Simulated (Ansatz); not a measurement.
FeBiO$_{3}$:
```xyz
10
Lattice="-2.8673 3.6948 2.9915 2.8673 -3.6948 2.9915 2.8673 3.6948 -2.9915" Properties=species:S:1:pos:R:3 pbc="T T T"
Bi     0.0000     5.5422     0.6812
Fe     2.8673     0.0000     0.2712
O      2.8673     1.8474    -0.1373
O      1.3216     3.6948     1.3767
O      1.5458     0.0000     4.3682
Bi     0.0000     1.8474     0.6812
Fe     0.0000     0.0000     3.2627
O      0.0000     1.8474     2.8542
O      1.3216     0.0000     1.3767
O      4.4131     0.0000     1.3767
```
The run is spin-polarised; directions of the spins, atom by atom: 0 ↑ 0 0 0 0 ↓ 0 0 0.

Relaxed with DFT-PBEsol in the program Ansatz with PAW potentials. Indices refer to the conventional cell of Amm2, a = 3.6948 Å, b = 5.7346 Å, c = 5.9830 Å, α = 90.00°, β = 90.00°, γ = 90.00°.

Problem. Simulate the powder diffraction pattern (Fe Kα, λ = 1.93735 Å; lines above 1 %) up to 2θ = 90°.

Solution. Simulated powder pattern, Fe Kα, λ = 1.93735 Å (kinematic, ideal powder, no thermal factors, no anomalous dispersion; the 30 strongest lines at most, above 1 %, up to 2θ = 90°):

```json
[
 {"2θ (°)": "27.06", "d (Å)": "4.140", "I/Imax (%)": "51", "hkl": "(011)"},
 {"2θ (°)": "30.40", "d (Å)": "3.695", "I/Imax (%)": "14", "hkl": "(100)"},
 {"2θ (°)": "37.79", "d (Å)": "2.992", "I/Imax (%)": "32", "hkl": "(002)"},
 {"2θ (°)": "39.49", "d (Å)": "2.867", "I/Imax (%)": "29", "hkl": "(020)"},
 {"2θ (°)": "41.15", "d (Å)": "2.757", "I/Imax (%)": "100", "hkl": "(111)"},
 {"2θ (°)": "49.24", "d (Å)": "2.325", "I/Imax (%)": "13", "hkl": "(102)"},
 {"2θ (°)": "50.63", "d (Å)": "2.265", "I/Imax (%)": "18", "hkl": "(120)"},
 {"2θ (°)": "55.80", "d (Å)": "2.070", "I/Imax (%)": "23", "hkl": "(022)"},
 {"2θ (°)": "61.89", "d (Å)": "1.884", "I/Imax (%)": "12", "hkl": "(013)"},
 {"2θ (°)": "63.25", "d (Å)": "1.847", "I/Imax (%)": "12", "hkl": "(200)"},
 {"2θ (°)": "64.28", "d (Å)": "1.821", "I/Imax (%)": "4.8", "hkl": "(031)"},
 {"2θ (°)": "64.88", "d (Å)": "1.806", "I/Imax (%)": "15", "hkl": "(122)"},
 {"2θ (°)": "70.08", "d (Å)": "1.687", "I/Imax (%)": "9.1", "hkl": "(211)"},
 {"2θ (°)": "70.51", "d (Å)": "1.678", "I/Imax (%)": "22", "hkl": "(113)"},
 {"2θ (°)": "72.75", "d (Å)": "1.633", "I/Imax (%)": "23", "hkl": "(131)"},
 {"2θ (°)": "76.09", "d (Å)": "1.572", "I/Imax (%)": "9.3", "hkl": "(202)"},
 {"2θ (°)": "77.18", "d (Å)": "1.553", "I/Imax (%)": "9.3", "hkl": "(220)"},
 {"2θ (°)": "80.72", "d (Å)": "1.496", "I/Imax (%)": "1.9", "hkl": "(004)"},
 {"2θ (°)": "85.01", "d (Å)": "1.434", "I/Imax (%)": "5.3", "hkl": "(040)"},
 {"2θ (°)": "88.64", "d (Å)": "1.386", "I/Imax (%)": "6.1", "hkl": "(104)"},
 {"2θ (°)": "89.16", "d (Å)": "1.380", "I/Imax (%)": "5.1", "hkl": "(033)"},
 {"2θ (°)": "89.30", "d (Å)": "1.378", "I/Imax (%)": "14", "hkl": "(222)"}
]
```

The start of the workflow was typed in or built on a structure type; neither database checked (COD, Materials Project) lists it. It is not the phase usual at ambient conditions (space group No. 161). The cell was relaxed with PBEsol under the symmetry of its start, as lowered by the spin order; its stability against distortions is not shown here. The final state is antiferromagnetic, chosen from 5 collinear starts compared on coarse meshes (ties went to the first, and starts can fall back to one state), not a proven ground state. No Hubbard U is applied. Point labels and valley counts follow the cell and symmetry of the run, lower than the named group. Spin–orbit coupling is left out wherever it is not named.

Potentials: the earlier of the program's two PAW sets. The files were generated under PBE; for other functionals the program regenerates the frozen cores, and for LDA and PBEsol the local potential too.
